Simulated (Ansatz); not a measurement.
Be2C:
```yaml
crystal:
  lattice:
    - [0.00000, 2.13416, 2.13416]
    - [2.13416, 0.00000, 2.13416]
    - [2.13416, 2.13416, 0.00000]
  atoms:
    - { symbol: Be, position: [0.75000, 0.75000, 0.75000] }
    - { symbol: Be, position: [0.25000, 0.25000, 0.25000] }
    - { symbol: C, position: [0.00000, 0.00000, 0.00000] }
```

x, y and z are the axes in which the lattice vectors are written.

**Question.** Give the high-frequency dielectric tensor and the Born effective charge tensors of the independent atoms from DFPT, the program Ansatz at the LDA level (PAW).

**Answer.** 
ε∞:
```
6.84  0.00  0.00
0.00  6.84  0.00
0.00  0.00  6.84
```
Z* of atom 1 (Be), rows: field, columns: displacement, in e:
```
1.52  0.00  0.00
0.00  1.52  0.00
0.00  0.00  1.52
```
Z* of atom 3 (C), rows: field, columns: displacement, in e:
```
-3.04   0.00   0.00
 0.00  -3.04   0.00
 0.00   0.00  -3.04
```

Space group Fm-3m (fluorite or antifluorite type). The LDA relaxation kept the symmetry of its start; phonons on a q-mesh show no instability.

Potentials: the later of the program's two PAW sets.
